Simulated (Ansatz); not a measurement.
Values for one crystal, relaxed and computed with LDA (plane waves, PAW; program Ansatz); other levels are named.

```yaml
volume_per_atom: 15.54 Å³
electronic_character: metallic (no gap)
mechanical_stability: stable (all eigenvalues of C positive)
debye_temperature_from_the_elastic_constants: 383 K
Pressure derivative B′: 4.6
Elastic constants (relaxed ions, GPa): C11 = 273, C12 = 121, C13 = 114, C14 = -8.8, C33 = 322, C44 = 86.1
Bulk modulus (Birch–Murnaghan fit): 1730 kbar
```

### Question
Which of these materials gives this?
A. ScAl, CsCl type
B. Al3Pt2, La2O3 or Ni2Al3 type
C. VPt2, Immm (V on 2a, Pt on 4i)
D. Ga2Pt, fluorite or antifluorite type

### Answer
B, Al3Pt2, La2O3 or Ni2Al3 type

Space group P-3m1 (La2O3 or Ni2Al3 type). The workflow started from a Materials Project entry (that database holds measured and hypothetical structures alike); the Crystallography Open Database copy checked does not list it. Its standing as an ambient phase is unchecked. The cell was relaxed with LDA under the symmetry of its start; its stability against distortions is not shown here. No spin polarisation was allowed. As this level gives no gap, shear constants depend on the k-mesh and smearing (Fermi–Dirac, 0.1 eV here). Scalar-relativistic: spin–orbit coupling is off unless named, which matters more the heavier the elements.

Potentials: the later of the program's two PAW sets.
